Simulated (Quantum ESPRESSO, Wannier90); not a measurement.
# IrO2 (rutile), plane waves to Wannier functions

```yaml
crystal:
  lattice:
    - [4.50531, 0.00000, 0.00000]
    - [0.00000, 4.50531, 0.00000]
    - [0.00000, 0.00000, 3.17671]
  atoms:
    - { symbol: Ir, position: [0.50000, 0.50000, 0.50000] }
    - { symbol: Ir, position: [0.00000, 0.00000, 0.00000] }
    - { symbol: O, position: [0.69134, 0.69134, 0.00000] }
    - { symbol: O, position: [0.30866, 0.30866, 0.00000] }
    - { symbol: O, position: [0.80866, 0.19134, 0.50000] }
    - { symbol: O, position: [0.19134, 0.80866, 0.50000] }
```

Materials Project entry mp-2723; symmetrised, unrelaxed at this level. COD (Crystallography Open Database) has an entry of this formula and space group (matched by these alone). Computed values, not measurements, from PBEsol: Quantum ESPRESSO (norm-conserving PseudoDojo potentials, cutoff 68 Ry, no spin polarisation, no spin-orbit coupling) on a Γ-centred 6×6×8 mesh, then Wannier90. Density: 8×8×10 mesh, cold smearing 0.01 Ry. Spin-orbit coupling is left out although heavy elements are present.

Base run: 22 functions from bands 13-50 of the 50 computed, start hydrogen-like Ir: d; O: p, centres 0.05 Å off the atoms, frozen window up to 1.50 eV relative to the Fermi level, outer window open. Rows change the key named; with other orbitals the number of functions and the frozen window follow, as listed; window edges are relative to the Fermi level. The misfit compares interpolated bands with pw.x on a high-symmetry path, for states up to 1.0 eV relative to the Fermi level. Converged means that the tolerances were met: symmetric starts can stop on a saddle, which shows as a larger Ω_OD at equal Ω_I and can move the misfit too.

Rows with other orbitals or bands describe another subspace, so their Ω_I can't be set against the base's. Runs that didn't settle are not listed.

```
setting                                                                           orbitals  bands  functions  frozen to (eV)  Ω_I (Å²)  Ω_D (Å²)  Ω_OD (Å²)  rms misfit (meV)  worst (meV)            ended
----------------------------------------------------------------------  ------------------  -----  ---------  --------------  --------  --------  ---------  ----------------  -----------  ---------------
base                                                                             Ir d, O p  13-50         22            1.50     17.75      0.00       0.39               0.3          4.4        converged
num_iter = 0 (projection only), orbitals on the atoms                            Ir d, O p  13-50         22            1.50     17.75      0.00       0.56               0.4          4.7  no minimisation
start: the same orbitals exactly on the atoms                                    Ir d, O p  13-50         22            1.50     17.75      0.00       0.39               0.3          4.4        converged
atomic waves with projectability windows 0.01 and 0.95                  Ir 5d, Ir 6s, O 2p  13-50         24            1.50     21.18      0.00       0.59               0.3          1.7        converged
start: SCDM erfc, mu = fit minus three sigma, no disentanglement steps  Ir 5d, Ir 6s, O 2p  13-50         24            none     30.95      0.48       2.92               1.2           10        converged
```
